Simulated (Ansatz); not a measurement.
The relaxed structure here is a generated cell of ReC: the first start was made by placing the elements on the sites of a structure type, and the end was not matched to a known phase here, so it may be hypothetical.

The end point of a relaxation of ReC. Space group F-43m (No. 216), zinc blende type. Computed with PBEsol (plane waves to 420 eV, PAW, scalar-relativistic; Ansatz, a program for electronic structure).

```xyz
2
Lattice="0.0000 2.2997 2.2997 2.2997 0.0000 2.2997 2.2997 2.2997 0.0000" Properties=species:S:1:pos:R:3 pbc="T T T"
C      1.1498     1.1498     1.1498
Re     0.0000     0.0000     0.0000
```

| Quantity | Result |
|---|---|
| Volume per atom | 12.16 Å³ |
| Band gap | zero (metallic) |
| Shortest distances | C–Re 1.99 Å; C–C 3.25 Å; Re–Re 3.25 Å |
| k-mesh | 17×17×17 |

Band energies at high-symmetry points (eV from the Fermi level; labels of this space group; no spin-orbit coupling), from −5 eV up to 2.0 eV:

```
point                      energies
-----  ----------------------------
Γ                       -0.66 -0.66
X       -2.90 -2.90 -2.37 0.84 1.50
U      -3.72 -3.67 -2.81 -0.14 1.36
K      -3.72 -3.67 -2.81 -0.14 1.36
L                    0.18 0.18 0.79
W      -4.93 -3.51 -2.06 -0.45 1.12
```

No spin polarisation in the result. The relaxed primitive cell holds an odd number of electrons. A magnetic state may lie lower.

The run could not lose the symmetry of its start, so the end can be a saddle point.

All atoms sit on sites fixed by symmetry, so only the cell could relax.
